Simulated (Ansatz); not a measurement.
Lu (hcp, Mg type)

```xyz
2
Lattice="3.5071 0.0000 0.0000 -1.7535 3.0372 0.0000 0.0000 0.0000 5.4621" Properties=species:S:1:pos:R:3 pbc="T T T"
Lu     0.0000     2.0248     4.0966
Lu     1.7535     1.0124     1.3655
```

The slice is a (0001) plane (indices of the conventional cell) through the point (0.333, 0.667, 0.750) (fractional), spanned by u = [110] and v = [1 -1 0] in vectors of this cell: u (3.51 Å) and v (6.07 Å, at 90° to u). It covers one period; positions are fractions (u, v).

Calculation: PBE (plane waves to 420 eV, PAW, scalar-relativistic; Ansatz, a first-principles code). k mesh 15×15×9. These are valence fields of a PAW run, semicore shells included where kept as valence: close to a nucleus they are smooth pseudo fields. Lu is run without spin polarisation. Lu was relaxed with its symmetry unable to fall. The PAW data are Ansatz's earlier set.

What is the ELF at the midpoint of the shortest Lu–Lu line in this plane (3.51 Å)?

0.26.

What is the valence density on the shortest Lu–Lu line in this plane (3.51 Å), at its midpoint?

0.11 e/Å³.

Predict the map of the valence electron density on the slice.


```tsv
v \ u	0.00	0.12	0.25	0.38	0.50	0.62	0.75	0.88
0.93	1.2	0.8	-0.2	-0.8	-0.9	-0.8	-0.2	0.8
0.86	0.1	-0.2	-0.7	-0.9	-0.9	-0.9	-0.7	-0.2
0.79	-0.8	-0.9	-0.9	-0.9	-0.9	-0.9	-0.9	-0.9
0.71	-1.0	-1.0	-0.9	-0.8	-0.7	-0.8	-0.9	-1.0
0.64	-1.0	-1.0	-0.7	-0.2	0.1	-0.2	-0.7	-1.0
0.57	-1.0	-0.9	-0.2	0.8	1.2	0.8	-0.2	-0.9
0.50	-0.9	-0.8	0.1	1.2	1.7	1.2	0.1	-0.8
0.43	-0.9	-0.8	-0.2	0.8	1.2	0.8	-0.2	-0.8
0.36	-0.9	-0.9	-0.7	-0.2	0.1	-0.2	-0.7	-0.9
0.29	-0.9	-0.9	-0.9	-0.9	-0.8	-0.9	-0.9	-0.9
0.21	-0.7	-0.8	-0.9	-1.0	-1.0	-1.0	-0.9	-0.8
0.14	0.1	-0.2	-0.7	-1.0	-1.0	-1.0	-0.7	-0.2
0.07	1.2	0.8	-0.2	-0.9	-1.0	-0.9	-0.2	0.8
0.00	1.7	1.2	0.1	-0.8	-0.9	-0.8	0.1	1.2
```

Values: log₁₀ of the valence density in e/Å³. The scale is logarithmic, as a density can span decades between atoms and voids.
